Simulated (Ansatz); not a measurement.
One stationary structure of Sb$_{2}$Se$_{3}$. Space group Pnma (No. 62), AFLOW prototype A3B2_oP20_62_3c_2c (D5_8, as in Sb2S3). All values below come from PBEsol (plane waves to 420 eV, PAW, scalar-relativistic; Ansatz, an electronic-structure program).

```xyz
20
Lattice="11.7926 0.0000 0.0000 0.0000 3.9776 0.0000 0.0000 0.0000 11.3174" Properties=species:S:1:pos:R:3 pbc="T T T"
Sb    11.5156     0.9944     1.9369
Sb     5.6194     0.9944     3.7218
Sb     0.2769     2.9832     9.3805
Sb     6.1732     2.9832     7.5956
Sb     7.6624     0.9944    10.8903
Sb     1.7661     0.9944     6.0858
Sb     4.1302     2.9832     0.4271
Sb    10.0265     2.9832     5.2316
Se     3.3663     0.9944     2.2196
Se     9.2626     0.9944     3.4391
Se     8.4263     2.9832     9.0978
Se     2.5300     2.9832     7.8783
Se     5.2684     0.9944     9.8155
Se    11.1647     0.9944     7.1606
Se     6.5242     2.9832     1.5019
Se     0.6279     2.9832     4.1568
Se     7.4209     0.9944     6.2473
Se     1.5246     0.9944    10.7288
Se     4.3716     2.9832     5.0701
Se    10.2679     2.9832     0.5886
```

| Property | Result |
|---|---|
| Volume per atom | 26.54 Å³ |
| Band gap | 0.84 eV, indirect (valence top at X, conduction bottom at k = (0.3333, 0.2857, 0)) (no spin-orbit coupling) |
| Smallest direct gap | 0.88 eV at k = (0, 0, 0.3333) |
| Shortest distances | Sb–Se 2.62 Å; Se–Se 3.36 Å |
| k-mesh | 3×7×3 |

Band energies at high-symmetry points (eV from the VBM; labels of this space group; no spin-orbit coupling), from −5 eV up to 5.8 eV:

```csv
point,energies
Γ,-4.92 -4.73 -4.30 -4.08 -3.64 -3.59 -3.53 -3.47 -3.16 -3.03 -2.73 -2.65 -2.62 -2.52 -2.52 -2.51 -2.43 -2.15 -2.01 -1.98 -1.61 -1.49 -1.48 -1.37 -1.21 -1.07 -1.04 -0.97 -0.89 -0.89 -0.70 -0.67 -0.44 -0.16 -0.13 -0.12 0.98 1.12 1.24 1.46 1.75 1.82 1.85 2.15 2.30 2.37 2.49 2.53 2.64 2.68 2.68 2.91 3.08 3.18 3.40 3.56 3.84 4.17 4.28 4.53 4.66 4.71 5.68
X,-4.70 -4.70 -4.27 -4.27 -3.82 -3.82 -3.46 -3.46 -3.31 -3.31 -2.66 -2.66 -2.55 -2.55 -2.47 -2.47 -2.10 -2.10 -1.76 -1.76 -1.67 -1.67 -1.44 -1.44 -1.19 -1.19 -1.18 -1.18 -0.84 -0.84 -0.63 -0.63 -0.29 -0.29 0.00 0.00 1.04 1.04 1.26 1.26 1.76 1.76 2.00 2.00 2.30 2.30 2.45 2.45 2.73 2.73 2.85 2.85 3.14 3.14 3.73 3.73 3.99 3.99 4.19 4.19 4.49 4.49 5.73 5.73
S,-4.29 -4.29 -4.29 -4.29 -3.97 -3.97 -3.97 -3.97 -3.25 -3.25 -3.25 -3.25 -2.95 -2.95 -2.95 -2.95 -2.44 -2.44 -2.44 -2.44 -1.73 -1.73 -1.73 -1.73 -1.26 -1.26 -1.26 -1.26 -0.43 -0.43 -0.43 -0.43 1.75 1.75 1.75 1.75 2.10 2.10 2.10 2.10 2.67 2.67 2.67 2.67 3.34 3.34 3.34 3.34 3.74 3.74 3.74 3.74 4.84 4.84 4.84 4.84 5.57 5.57 5.57 5.57
Y,-4.27 -4.27 -4.22 -4.22 -3.85 -3.85 -3.81 -3.81 -3.59 -3.59 -3.46 -3.46 -3.02 -3.02 -2.96 -2.96 -2.83 -2.83 -2.18 -2.18 -1.50 -1.50 -1.28 -1.28 -1.25 -1.25 -1.22 -1.22 -0.70 -0.70 -0.25 -0.25 1.45 1.45 1.74 1.74 1.92 1.92 1.98 1.98 2.43 2.43 3.29 3.29 3.36 3.36 3.51 3.51 3.66 3.66 3.83 3.83 4.71 4.71 5.04 5.04 5.22 5.22 5.51 5.51
Z,-4.69 -4.69 -4.63 -4.63 -3.80 -3.80 -3.24 -3.24 -2.88 -2.88 -2.79 -2.79 -2.57 -2.57 -2.18 -2.18 -2.12 -2.12 -1.98 -1.98 -1.75 -1.75 -1.57 -1.57 -1.08 -1.08 -0.96 -0.96 -0.95 -0.95 -0.90 -0.90 -0.34 -0.34 -0.22 -0.22 0.91 0.91 1.62 1.62 1.81 1.81 2.19 2.19 2.29 2.29 2.42 2.42 2.47 2.47 3.03 3.03 3.22 3.22 3.81 3.81 3.92 3.92 4.10 4.10 4.46 4.46 5.71 5.71
U,-4.69 -4.69 -4.44 -4.44 -3.77 -3.77 -3.22 -3.22 -3.14 -3.14 -3.05 -3.05 -2.76 -2.76 -2.24 -2.24 -1.89 -1.89 -1.88 -1.88 -1.82 -1.82 -1.17 -1.17 -1.04 -1.04 -1.04 -1.04 -0.82 -0.82 -0.78 -0.78 -0.44 -0.44 -0.37 -0.37 0.92 0.92 1.68 1.68 1.82 1.82 1.86 1.86 2.25 2.25 2.28 2.28 2.84 2.84 3.21 3.21 3.35 3.35 3.72 3.72 3.81 3.81 4.16 4.16 4.29 4.29 5.51 5.51
R,-4.60 -4.60 -4.60 -4.60 -3.81 -3.81 -3.81 -3.81 -3.22 -3.22 -3.22 -3.22 -2.79 -2.79 -2.79 -2.79 -2.39 -2.39 -2.39 -2.39 -1.63 -1.63 -1.63 -1.63 -1.14 -1.14 -1.14 -1.14 -0.94 -0.94 -0.94 -0.94 1.56 1.56 1.56 1.56 2.06 2.06 2.06 2.06 2.99 2.99 2.99 2.99 3.60 3.60 3.60 3.60 4.14 4.14 4.14 4.14 4.54 4.54 4.54 4.54 5.21 5.21 5.21 5.21
T,-4.52 -4.52 -4.50 -4.50 -4.01 -4.01 -3.91 -3.91 -3.44 -3.44 -3.23 -3.23 -2.93 -2.93 -2.48 -2.48 -2.41 -2.41 -2.11 -2.11 -1.75 -1.75 -1.57 -1.57 -1.37 -1.37 -1.27 -1.27 -0.82 -0.82 -0.64 -0.64 1.30 1.30 1.58 1.58 2.43 2.43 2.52 2.52 2.87 2.87 2.93 2.93 2.95 2.95 3.42 3.42 3.75 3.75 4.12 4.12 4.67 4.67 4.77 4.77 5.21 5.21 5.62 5.62
```

No spin polarisation in the result. Spin-orbit coupling is missing; with elements this heavy it can move band edges by tenths of an eV or more.

The run could not lose the symmetry of its start.

The first start was generated by placing the elements on the sites of a structure type. A measured structure of Sb2Se3 has the same space group, Pnma (No. 62); the sites were not compared with it.
